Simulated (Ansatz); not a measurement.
Input:

Si:
```
CELL_PARAMETERS angstrom
     -1.68319     1.68319     3.08215
      1.68319    -1.68319     3.08215
      1.68319     1.68319    -3.08215
ATOMIC_POSITIONS crystal
  Si 0.80892 0.80892 0.00000
  Si 0.19108 0.19108 0.00000
```

This is the r²SCAN-relaxed structure.

Question: All from DFT-r²SCAN in the program Ansatz with PAW potentials, unless another level is named. Give the electronic character.

Answer: metallic (no gap).

Question: And the density of states at the Fermi level?

Answer: 0.30 states/eV per atom (mean over ±0.08 eV).

Space group I4/mmm. The start of the workflow was typed in or built on a structure type; the Crystallography Open Database copy checked does not list it. It is not the phase usual at ambient conditions (space group No. 227). Symmetry was held in the r²SCAN relaxation; its stability against distortions is not shown here.

Potentials: the later of the program's two PAW sets.
